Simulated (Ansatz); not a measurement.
The start is a generated trial cell of Rh in the diamond structure type. The structure is fully relaxed (lattice and positions, P = 0) with PBE (plane waves to 420 eV, PAW, scalar-relativistic; Ansatz, an electronic-structure program). The first steps use a coarse 11×11×11 k-mesh.

Starting cell:
```
Rh
1.0
    0.00000     2.60490     2.60490
    2.60490     0.00000     2.60490
    2.60490     2.60490     0.00000
Rh
2
Direct
  0.25000   0.25000   0.25000
  0.00000   0.00000   0.00000
```

Question: How much energy is released per atom?

Answer: 0.29 eV/atom.

Question: How does the volume change?

Answer: +18.5 %, from 17.68 to 20.95 Å³/atom.

Question: How do the shortest distances between atoms change?

Answer: The closest pairs of elements (up to four, under 3.6 Å), start → end: Rh–Rh 2.26 → 2.39 Å.

Question: What band gap does the relaxed structure have at this level?

Answer: Zero (metallic).

Question: Write out the relaxed structure.

Answer: 
```cif
data_Rh8
_chemical_formula_sum 'Rh8'
_space_group_name_H-M_alt 'Fd-3m :1'
_space_group_IT_number 227
_space_group_name_Hall 'F 4d 2 3 -1d'
_cell_length_a 5.51310
_cell_length_b 5.51310
_cell_length_c 5.51310
_cell_angle_alpha 90.000
_cell_angle_beta 90.000
_cell_angle_gamma 90.000
loop_
_atom_site_label
_atom_site_type_symbol
_atom_site_symmetry_multiplicity
_atom_site_Wyckoff_symbol
_atom_site_fract_x
_atom_site_fract_y
_atom_site_fract_z
_atom_site_occupancy
Rh1 Rh 8 a 0.00000 0.00000 0.00000 1
```
(The calculation used a cell of 2 atoms; values per cell refer to that cell.)

The space group stays Fd-3m (No. 227) (the run could not lower it); the end is diamond type, with 2 atoms in the primitive cell. Final values are on a 15×15×15 k-mesh of the relaxed cell. No spin polarisation in the result.

The run could not lower the symmetry of its start; a shaken copy of this end point relaxes with PBE to Fm-3m (No. 225), 1.11 eV/atom lower.

The relaxed structure here is a generated cell of Rh: the first start was made by placing the elements on the sites of a structure type, and the end was not matched to a known phase here, so it may be hypothetical. Known forms of Rh include space group No. 225.
